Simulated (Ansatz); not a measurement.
Run on Bi: DFT, PBEsol, PAW with Ansatz's default frozen-core files, scalar-relativistic (Ansatz 0.2.0). This run: relaxed.

The cell is entry 9008576 of the Crystallography Open Database, unrelaxed.

Command: `ansatz run input.yaml --threads 1 --pin off --max-ram 3072MiB --backend cpu --events-out ev --progress --plain --runs-dir out` It took 99 s on 1 thread of Arm Neoverse V1, on a shared host, peak memory 0.58 GiB.

```yaml
crystal:
  lattice:
    - [2.2731689774, 1.312414721, 3.9539647457]
    - [-2.2731689774, 1.312414721, 3.9539647457]
    - [0.0, -2.624829442, 3.9539647457]
  atoms:
    - { symbol: Bi, position: [0.763, 0.763, 0.763] }
    - { symbol: Bi, position: [0.237, 0.237, 0.237] }
kpoints:
  mp_grid: { grid: [14, 14, 14] }
scf:
  occupations: { method: fermi_dirac, width: 0.05 }
hamiltonian:
  xc: pbesol
  pseudopotentials: { kind: paw }
output:
  forces: true
  stress: true
relax:
  f_tol: 0.003
  max_steps: 80
  cell: {}
```

Output:

```
Engine: ansatz 0.2.0
Pseudopotentials: kind: paw
Pseudopotential: Bi, paw, valence charge 15, recommended cutoff 420 eV (normal), Bi.paw.azcp
Functional definition: PBEsol
  exchange = pbesol_x
  correlation = pbesol_c
Crystal: 2 atoms, lattice volume = 70.776 Å³
Basis set: ecut = 420 eV, 1381 PW (Γ), exchange–correlation on 64×64×64 points (8 copies of the dense FFT grid, shifted against one another)
Bands: 19, of which v1, the nominal top of the filled ones, is band 15 counted from 1 (14 counted from 0)
Symmetry: 12 space group operations
Space group: R-3m (ITA 166), of the structure as read, at distance tolerance 4.1e-5 Å
k-points: 288 of 2744
Non-local potential: Bi, projectors of the file, l = 0: 2, l = 1: 2, l = 2: 2, l = 3: 2
PAW form: soft (Blöchl's): semilocal exchange-correlation on the pseudo side does not see the compensation charge
PAW frozen core: Bi, regenerated for the run's functional, and the local potential with it (the file was generated under x = pbe(κ = 0.804, μ = 0.2195149727645171), c = pbe(β = 0.06672455060314922))
PAW one-centre angular grid: Bi, 590 points (default); XC on 64 Gauss nodes
Initial density: superposition of atomic densities (neutral atoms: chi_scale 0, normalization atom), corrected by the library's trained network
Initial wavefunctions: pseudopotential atomic-orbital guess
Functional: x = pbesol(κ = 0.804, μ = 0.12345679012345678), c = pbesol(β = 0.046)
SCF iter   1: F=—  HF=-24483.994212 eV  |F-HF|=—  |Δ(HF+E_count)|=         —  Δρ=1.86e-3  dr2=2.61e-3  ethr=1.77e-3  ⟨swp⟩=6.3  Hψ=26869  notcnv=0
preconditioner: auto → none  [insulator: Δε(μ)=0.191 eV  Ē_g=20.199 eV  σ=0.050 eV  W_gap=0.65  n_scr=14 (ndim 8)  ℏωp=24.2 eV  f_vac=0.004  D(μ)=0.21/eV (n_scr^D=0)  ε∞_Penn≈2.4]
SCF iter   2: F=—  HF=-24483.992644 eV  |F-HF|=—  |Δ(HF+E_count)|=   1.57e-3  Δρ=7.38e-4  dr2=3.17e-4  ethr=8.71e-6  ⟨swp⟩=2.3  Hψ=12486  notcnv=0
SCF iter   3: F=—  HF=-24483.992676 eV  |F-HF|=—  |Δ(HF+E_count)|=   3.19e-5  Δρ=2.70e-4  dr2=4.38e-5  ethr=1.06e-6  ⟨swp⟩=2.0  Hψ=9790  notcnv=0
SCF iter   4: F=—  HF=-24483.992681 eV  |F-HF|=—  |Δ(HF+E_count)|=   4.78e-6  Δρ=8.61e-5  dr2=2.97e-6  ethr=1.46e-7  ⟨swp⟩=2.0  Hψ=9569  notcnv=0
iter 5 did not close the SCF: its close was put off for the readings that it lacked (scf_convergence_deferred on its scf_iter line)
SCF iter   5: F=-24483.992683 eV  HF=-24483.992683 eV  |F-HF|=5.15e-8  |Δ(HF+E_count)|=   1.76e-6  Δρ=1.13e-5  dr2=6.05e-8  ethr=9.91e-9  ⟨swp⟩=2.9  Hψ=10068  notcnv=0
SCF iter   6: F=-24483.992683 eV  HF=-24483.992683 eV  |F-HF|=3.77e-9  |Δ(HF+E_count)|=   2.37e-8  Δρ=2.47e-6  dr2=4.15e-9  ethr=2.02e-10  ⟨swp⟩=3.0  Hψ=22183  notcnv=0
SCF 1 converged in 6 iterations: F = -24483.992683 eV  dr2 = 4.15e-9
  greatest PAW one-centre occupation: 0.987 electrons in one spin orbital (limit 2), on the Bi atom at site 1 (counted from 0), in its partial waves of l = 2
relax step   1: F+E_penalty+E_count = -24483.99268261 eV  Δ(F+E_penalty+E_count) = +0.000e0 eV  max|allowed force component| = 1.483e-1 eV/Å  Δτ_max = 0.0000 Å  P = -1.307 GPa  Ω = 70.776 Å³  (6 SCF iters, dr2 threshold 1.00e-7 eV, accepted)
Crystal: 2 atoms, lattice volume = 68.112 Å³
Basis set: ecut = 420 eV, 1321 PW (Γ), exchange–correlation on 64×64×64 points (8 copies of the dense FFT grid, shifted against one another)
Initial density: handed on by an earlier stage of this run
Initial wavefunctions: those handed on with the density
iter 1 solved again at ethr=3.67e-6 eV; its pass at ethr=3.10e-3 eV (dr2=1.10e-3 eV) is discarded
SCF iter   1: F=—  HF=-24483.997049 eV  |F-HF|=—  |Δ(HF+E_count)|=         —  Δρ=1.14e-3  dr2=9.61e-4  ethr=3.67e-6  ⟨swp⟩=3.0  Hψ=39119  notcnv=0
preconditioner: auto → Kerker (q_TF=auto, 2.380 Å⁻¹)  [metal: Δε(μ)=0.112 eV  Ē_g=20.396 eV  σ=0.050 eV  W_gap=0.42  n_scr=14 (ndim 8)  ℏωp=24.6 eV  f_vac=0.000  D(μ)=0.20/eV (n_scr^D=0)]
SCF iter   2: F=—  HF=-24483.996922 eV  |F-HF|=—  |Δ(HF+E_count)|=   1.27e-4  Δρ=7.36e-4  dr2=4.49e-4  ethr=3.20e-6  ⟨swp⟩=1.0  Hψ=5472  notcnv=0
SCF iter   3: F=—  HF=-24483.996831 eV  |F-HF|=—  |Δ(HF+E_count)|=   9.18e-5  Δρ=1.47e-4  dr2=2.55e-5  ethr=1.50e-6  ⟨swp⟩=2.0  Hψ=6869  notcnv=0
SCF iter   4: F=—  HF=-24483.996827 eV  |F-HF|=—  |Δ(HF+E_count)|=   3.85e-6  Δρ=4.64e-5  dr2=1.50e-6  ethr=8.50e-8  ⟨swp⟩=3.0  Hψ=9808  notcnv=0
SCF iter   5: F=-24483.996827 eV  HF=-24483.996827 eV  |F-HF|=1.09e-7  |Δ(HF+E_count)|=   5.69e-7  Δρ=1.55e-5  dr2=1.52e-7  ethr=6.67e-10  ⟨swp⟩=5.0  Hψ=20373  notcnv=0
SCF 2 converged in 5 iterations: F = -24483.996827 eV  dr2 = 1.52e-7
relax step   2: F+E_penalty+E_count = -24483.99682746 eV  Δ(F+E_penalty+E_count) = -4.145e-3 eV  max|allowed force component| = 1.778e-1 eV/Å  Δτ_max = 0.0210 Å  P = +0.942 GPa  Ω = 68.112 Å³  energy of the carried Pulay correction = +4.188e-4 eV  (5 SCF iters, dr2 threshold 2.00e-7 eV, accepted)
Crystal: 2 atoms, lattice volume = 69.165 Å³
Basis set: ecut = 420 eV, 1333 PW (Γ), exchange–correlation on 64×64×64 points (8 copies of the dense FFT grid, shifted against one another)
iter 1 solved again at ethr=9.27e-7 eV; its pass at ethr=3.10e-3 eV (dr2=2.78e-4 eV) is discarded
SCF iter   1: F=—  HF=-24484.001692 eV  |F-HF|=—  |Δ(HF+E_count)|=         —  Δρ=5.71e-4  dr2=2.32e-4  ethr=9.27e-7  ⟨swp⟩=2.8  Hψ=37894  notcnv=0
preconditioner: auto → none  [insulator: Δε(μ)=0.134 eV  Ē_g=20.321 eV  σ=0.050 eV  W_gap=0.50  n_scr=14 (ndim 8)  ℏωp=24.5 eV  f_vac=0.001  D(μ)=0.20/eV (n_scr^D=0)  ε∞_Penn≈2.4]
SCF iter   2: F=—  HF=-24484.001644 eV  |F-HF|=—  |Δ(HF+E_count)|=   4.78e-5  Δρ=2.75e-4  dr2=3.96e-5  ethr=7.74e-7  ⟨swp⟩=2.3  Hψ=9814  notcnv=0
SCF iter   3: F=—  HF=-24484.001642 eV  |F-HF|=—  |Δ(HF+E_count)|=   2.85e-6  Δρ=7.04e-5  dr2=5.27e-6  ethr=1.32e-7  ⟨swp⟩=2.7  Hψ=10003  notcnv=0
iter 4 did not close the SCF: its close was put off for the readings that it lacked (scf_convergence_deferred on its scf_iter line)
SCF iter   4: F=-24484.001640 eV  HF=-24484.001640 eV  |F-HF|=8.48e-9  |Δ(HF+E_count)|=   1.45e-6  Δρ=1.32e-5  dr2=4.69e-8  ethr=1.76e-8  ⟨swp⟩=2.0  Hψ=9795  notcnv=0
iter 5 did not close the SCF: its close was put off for the readings that it lacked (scf_convergence_deferred on its scf_iter line)
SCF iter   5: F=-24484.001640 eV  HF=-24484.001640 eV  |F-HF|=2.33e-10  |Δ(HF+E_count)|=   1.41e-8  Δρ=2.74e-6  dr2=2.98e-9  ethr=1.56e-10  ⟨swp⟩=3.0  Hψ=9861  notcnv=0
SCF iter   6: F=-24484.001640 eV  HF=-24484.001640 eV  |F-HF|=2.18e-11  |Δ(HF+E_count)|=  2.80e-10  Δρ=2.22e-7  dr2=1.29e-11  ethr=9.94e-12  ⟨swp⟩=1.1  Hψ=16655  notcnv=0
[... lines left out ...]
SCF iter   5: F=-24484.001956 eV  HF=-24484.001956 eV  |F-HF|=2.47e-10  |Δ(HF+E_count)|=   3.56e-9  Δρ=1.23e-6  dr2=1.16e-9  ethr=7.78e-11  ⟨swp⟩=5.0  Hψ=20588  notcnv=0
SCF 5 converged in 5 iterations: F = -24484.001956 eV  dr2 = 1.16e-9
relax step   5: F+E_penalty+E_count = -24484.00195604 eV  Δ(F+E_penalty+E_count) = -1.755e-4 eV  max|allowed force component| = 1.135e-3 eV/Å  Δτ_max = 0.0046 Å  P = +0.002 GPa  Ω = 68.859 Å³  energy of the carried Pulay correction = +2.996e-4 eV  (5 SCF iters, dr2 threshold 2.33e-8 eV, accepted)
Initial wavefunctions: pseudopotential atomic-orbital guess (no wavefunctions were taken with the density)
iter 1 solved again at ethr=1.69e-7 eV; its pass at ethr=3.10e-3 eV (dr2=5.08e-5 eV) is discarded
SCF iter   1: F=—  HF=-24484.001633 eV  |F-HF|=—  |Δ(HF+E_count)|=         —  Δρ=3.36e-5  dr2=1.58e-7  ethr=1.69e-7  ⟨swp⟩=4.0  Hψ=42964  notcnv=0
preconditioner: auto → Kerker (q_TF=auto, 2.375 Å⁻¹)  [metal: Δε(μ)=0.105 eV  Ē_g=20.336 eV  σ=0.050 eV  W_gap=0.42  n_scr=14 (ndim 8)  ℏωp=24.5 eV  f_vac=0.000  D(μ)=0.21/eV (n_scr^D=0)]
SCF iter   2: F=—  HF=-24484.001641 eV  |F-HF|=—  |Δ(HF+E_count)|=   8.51e-6  Δρ=1.73e-5  dr2=3.82e-8  ethr=5.27e-10  ⟨swp⟩=2.3  Hψ=9907  notcnv=0
SCF iter   3: F=—  HF=-24484.001641 eV  |F-HF|=—  |Δ(HF+E_count)|=   1.12e-8  Δρ=2.03e-6  dr2=7.42e-10  ethr=1.27e-10  ⟨swp⟩=3.0  Hψ=10339  notcnv=0
SCF iter   4: F=—  HF=-24484.001641 eV  |F-HF|=—  |Δ(HF+E_count)|=  1.46e-10  Δρ=2.05e-7  dr2=3.90e-11  ethr=2.47e-12  ⟨swp⟩=2.0  Hψ=6891  notcnv=0
SCF iter   5: F=-24484.001641 eV  HF=-24484.001641 eV  |F-HF|=1.09e-11  |Δ(HF+E_count)|=  3.64e-12  Δρ=6.26e-8  dr2=3.13e-12  ethr=1.00e-12  ⟨swp⟩=6.2  Hψ=25441  notcnv=0
SCF 6 converged in 5 iterations: F = -24484.001641 eV  dr2 = 3.13e-12
relax step   6: F+E_penalty+E_count = -24484.00164119 eV  Δ(F+E_penalty+E_count) = +3.149e-4 eV  max|allowed force component| = 1.118e-3 eV/Å  Δτ_max = 0.0000 Å  P = +0.004 GPa  Ω = 68.859 Å³  stress off target by 1.00e-2 GPa  SCF on the basis re-selected at this cell (its energy is not comparable with the rows above)  (5 SCF iters)
basis re-selected at this cell: Δ(F+E_penalty+E_count) = +3.149e-4 eV, ΔP = +0.002 GPa vs the last step (what re-selecting the basis moved, of the pressure what is left beyond the Pulay correction that the steps carried, after the strain that the cell walked since its last selection, with what the two solves' SCF thresholds leave and, on support functions, any second-order correction that the steps lacked; it is no measure of the basis error at this ecutwfc). This SCF's stress stands 1.00e-2 GPa from its target on what of the cell is left free (relax.cell.stress_tol is 5.00e-2 GPa) and its largest allowed force component is 1.12e-3 eV/Å (relax.f_tol is 3.00e-3 eV/Å): within both
SCF converged after 5 iterations
Free energy (F): -24484.001641 eV
Harris-Foulkes:  -24484.001641 eV  (|F-HF|=1.09e-11)
Internal energy: -24483.999784 eV  (E = F + TS)
E sigma→0 (E₀):  -24484.000713 eV
Entropy (-TS):   -0.001857 eV (-0.929 meV/atom)
Fermi energy:    9.886474 eV
--- Per-component energies (eV) ---
  E_band       = -212.741915
  E_kinetic    = 605.681281
  E_local      = -3076.415303  (includes V_loc(G=0)·N_el)
  E_nonlocal   = 1123.001618
  E_hartree    = 998.843648
  E_xc         = -300.300959
  E_vxc        = -288.039349  (∫ρ·V_xc dr)
  E_paw        = -21019.218470  (= ΣΔE_a)
  E_vpaw       = -574.656531  (= ΣTr[D̂ρ^β])
  E_aug_tail   = -0.000933  (compensation charges beyond the density's cutoff)
  E_ewald      = -2815.770171
  E_core_change = 0.179504  (= ΣΔE_core)
  E_smearing   = -0.001857  (= −TS)
  E_closure    = -0.000000  (closes the sum)
  Σ components = -24484.001641   (vs F -24484.001641, Δ=0.00e0)
--- Forces (eV/Å), atoms counted from 1 ---
  atom   1  Bi    -0.00000000    -0.00000000     0.00111753
  atom   2  Bi     0.00000000     0.00000000    -0.00111753
  max |Σ_I F_I| component: 1.85e-17 eV/Å
--- Stress (GPa, compression-positive) ---
        0.010047      -0.000000      -0.000000
       -0.000000       0.010047      -0.000000
       -0.000000      -0.000000      -0.007620
  P = ⅓ Tr σ = 0.0042 GPa (0.042 kbar)
--- Relaxed structure (5 steps of the walk, 5 accepted, 1 SCFs on fresh bases) ---
  F+E_penalty+E_count = -24484.00164119 eV   max|allowed force component| = 1.118e-3 eV/Å   (the final SCF, on the basis selected at the relaxed cell)
  cell:  # Å, volume = 68.8594 Å³
    - [2.261650652647096, 1.3057646131186937, 3.886166203095954]
    - [-2.261650652647096, 1.3057646131186937, 3.886166203095954]
    - [-1.6294893356531364e-34, -2.6115292262373875, 3.886166203095954]
  atoms:
    - { symbol: Bi, position: [0.7632556669730973, 0.7632556669730973, 0.7632556669730973] }
    - { symbol: Bi, position: [0.2367443330269024, 0.2367443330269024, 0.2367443330269024] }
```

Next run, as changes to the input before:

```diff
   lattice:
-    - [2.2731689774, 1.312414721, 3.9539647457]
-    - [-2.2731689774, 1.312414721, 3.9539647457]
-    - [0.0, -2.624829442, 3.9539647457]
+    - [2.2616506527, 1.3057646131, 3.8861662031]
+    - [-2.2616506527, 1.3057646131, 3.8861662031]
+    - [0.0, -2.6115292262, 3.8861662031]
   atoms:
-    - { symbol: Bi, position: [0.763, 0.763, 0.763] }
-    - { symbol: Bi, position: [0.237, 0.237, 0.237] }
+    - { symbol: Bi, position: [0.763255667, 0.763255667, 0.763255667] }
+    - { symbol: Bi, position: [0.236744333, 0.236744333, 0.236744333] }
 kpoints:
   stress: true
-relax:
-  f_tol: 0.003
-  max_steps: 80
-  cell: {}
+  eigenvalues: true
```

Command: `ansatz run input.yaml --threads 1 --pin off --max-ram 3072MiB --backend cpu --events-out ev --progress --plain --runs-dir out` It took 23 s on 1 thread of Arm Neoverse V1, on a shared host, peak memory 0.54 GiB.

Results part of the output:

```
SCF 1 converged in 7 iterations: F = -24484.001641 eV  dr2 = 6.38e-9
  greatest PAW one-centre occupation: 0.987 electrons in one spin orbital (limit 2), on the Bi atom at site 1 (counted from 0), in its partial waves of l = 2
SCF converged after 7 iterations
Free energy (F): -24484.001641 eV
Harris-Foulkes:  -24484.001641 eV  (|F-HF|=3.20e-9)
Internal energy: -24483.999784 eV  (E = F + TS)
E sigma→0 (E₀):  -24484.000713 eV
Entropy (-TS):   -0.001857 eV (-0.929 meV/atom)
Fermi energy:    9.886494 eV
--- Per-component energies (eV) ---
  E_band       = -212.739760
  E_kinetic    = 605.681469
  E_local      = -3076.412496  (includes V_loc(G=0)·N_el)
  E_nonlocal   = 1122.999761
  E_hartree    = 998.841993
  E_xc         = -300.301021
  E_vxc        = -288.039444  (∫ρ·V_xc dr)
  E_paw        = -21019.217892  (= ΣΔE_a)
  E_vpaw       = -574.655930  (= ΣTr[D̂ρ^β])
  E_aug_tail   = -0.000933  (compensation charges beyond the density's cutoff)
  E_ewald      = -2815.770171
  E_core_change = 0.179504  (= ΣΔE_core)
  E_smearing   = -0.001857  (= −TS)
  E_closure    = 0.000000  (closes the sum)
  Σ components = -24484.001641   (vs F -24484.001641, Δ=0.00e0)
--- Forces (eV/Å), atoms counted from 1 ---
  atom   1  Bi     0.00000000    -0.00000000     0.00110579
  atom   2  Bi     0.00000000     0.00000000    -0.00110579
  max |Σ_I F_I| component: 1.16e-18 eV/Å
--- Stress (GPa, compression-positive) ---
        0.010062       0.000000       0.000000
        0.000000       0.010062       0.000000
        0.000000       0.000000      -0.007599
  P = ⅓ Tr σ = 0.0042 GPa (0.042 kbar)
--- Band table (eV; the first three rows and the last of 288) ---
  k-point 0: bands = ["-13.0241", "-13.0241", "-12.8655", "-12.8655", "-12.8543", "-12.6725", "-12.6648", "-12.6648", "-12.5366", "-12.5366", "-3.3208", "2.4791", "8.3480", "8.6302", "8.6302", "12.6003", "12.9139", "12.9139", "15.3564"]
  k-point 1: bands = ["-13.0197", "-13.0190", "-12.8636", "-12.8626", "-12.8517", "-12.6748", "-12.6672", "-12.6667", "-12.5424", "-12.5414", "-3.2717", "2.3578", "8.3749", "8.6314", "8.6392", "12.4926", "12.6442", "12.7709", "15.1336"]
  k-point 2: bands = ["-13.0069", "-13.0038", "-12.8582", "-12.8541", "-12.8437", "-12.6823", "-12.6744", "-12.6717", "-12.5591", "-12.5551", "-3.1254", "2.0177", "8.4341", "8.6385", "8.6780", "11.9845", "12.2618", "12.4010", "14.8480"]
  k-point 287: bands = ["-12.9088", "-12.9088", "-12.8195", "-12.8195", "-12.8029", "-12.7206", "-12.7024", "-12.7024", "-12.6635", "-12.6635", "-1.9002", "-0.2682", "9.0296", "9.3370", "9.3370", "10.3994", "10.3994", "10.4471", "17.0777"]
```

Spin–orbit coupling is left out, which matters for the heavy atoms. The PAW files were made under PBE.
